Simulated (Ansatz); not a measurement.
One stationary structure of CdSe. These are PBEsol (plane waves to 420 eV, PAW, scalar-relativistic; Ansatz, a first-principles code) values and carry that method's errors.

```xyz
12
Lattice="4.3009 0.0000 0.0000 -2.1504 3.7247 0.0000 0.0000 0.0000 21.0639" Properties=species:S:1:pos:R:3 pbc="T T T"
Cd     0.0000     0.0000    21.0592
Cd     0.0000     0.0000    10.5273
Cd     2.1504     1.2416    17.5496
Cd     0.0000     2.4831     7.0177
Cd     2.1504     1.2416     3.5082
Cd     0.0000     2.4831    14.0401
Se     0.0000     0.0000    18.4227
Se     0.0000     0.0000     7.8908
Se     2.1504     1.2416    14.9156
Se     0.0000     2.4831     4.3837
Se     2.1504     1.2416     0.8739
Se     0.0000     2.4831    11.4058
```

Task: Find the space group and the Wyckoff positions (tolerance 0.01 Å).

Result: Space group P6₃mc (No. 186); a = 4.301 Å, b = 4.301 Å, c = 21.064 Å, α = 90.00°, β = 90.00°, γ = 120.00°

```tsv
atom	site	symmetry	x	y	z
Cd	2a	3m.	0.0000	0.0000	0.4998
Cd	2b	3m.	0.3333	0.6667	0.3332
Cd	2b	3m.	0.6667	0.3333	0.1665
Se	2a	3m.	0.0000	0.0000	0.3746
Se	2b	3m.	0.3333	0.6667	0.2081
Se	2b	3m.	0.6667	0.3333	0.0415
```

This is the AFLOW prototype AB_hP12_186_a2b_a2b (B6, as in SiC).

Task: Give the shortest distances between elements (the closest pairs, up to four, under 3.6 Å).

Result: Cd–Se 2.63 Å.

```yaml
volume_per_atom: 28.12 Å³
density: 5.65 g/cm³
band_gap: 0.50 eV, direct at Γ (no spin-orbit coupling)
```

No spin polarisation in the result.

The run could not lose the symmetry of its start; a randomly shaken copy of 12 atoms returns to this structure.

The first start was generated by placing the elements on the sites of a structure type. A measured structure of CdSe has the same space group, P6₃mc (No. 186); the sites were not compared with it.
